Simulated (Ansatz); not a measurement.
Ti3Sn:
```
Ti3Sn
1.0
    2.84786    -5.18962     0.00000
    2.84786     5.18962     0.00000
    0.00000     0.00000     4.69201
Ti Sn
6 2
Direct
  0.17722   0.82278   0.25000
  0.82278   0.17722   0.75000
  0.16787   0.31485   0.25000
  0.83213   0.68515   0.75000
  0.31485   0.16787   0.75000
  0.68515   0.83213   0.25000
  0.66744   0.33256   0.25000
  0.33256   0.66744   0.75000
```

Relaxed with PBEsol. Special points in fractions of this cell's reciprocal vectors: Γ (0.000, 0.000, 0.000); Y (-0.500, 0.500, 0.000); C0 (-0.325, 0.675, 0.000); Σ0 (0.325, 0.325, 0.000); Z (0.000, 0.000, 0.500); A0 (0.325, 0.325, 0.500); E0 (-0.325, 0.675, 0.500); T (-0.500, 0.500, 0.500); S (0.000, 0.500, 0.000); R (0.000, 0.500, 0.500).

Question: List the band energies nearest the Fermi level at these points for PBEsol (plane waves, PAW; program Ansatz).

Answer: In eV from the Fermi level; about four levels below and three above (degenerate sets whole), none deeper than 8.9 eV; points with the same levels are listed once.

```csv
k,below,above
Γ,-1.04 -1.00 -0.69 -0.45,0.15 0.33 0.46
Y,-0.82 -0.76 -0.66 -0.51,0.04 0.18 0.22
C0,-0.73 -0.69 -0.29 -0.16,0.13 0.18 0.27
Z,-0.44 -0.44 -0.18 -0.18,0.08 0.08 1.53 1.53
A0,-0.51 -0.51 -0.28 -0.28,0.37 0.37 0.54 0.54
T,-0.49 -0.49 -0.37 -0.37,0.20 0.20 0.45 0.45
S,-0.74 -0.70 -0.57 -0.40,0.17 0.32 0.61
R,-0.48 -0.48 -0.15 -0.15,0.02 0.02 0.46 0.46
```

Space group Cmcm. The first step of the workflow began from a Materials Project structure, measured or hypothetical; the Crystallography Open Database copy checked does not list it. Whether it is the stable phase at ambient conditions was not checked. Symmetry was held in the PBEsol relaxation; whether a distortion lowers the energy is not shown. The run is not spin-polarised. Spin–orbit coupling is left out wherever it is not named.

Potentials: the later of the program's two PAW sets.
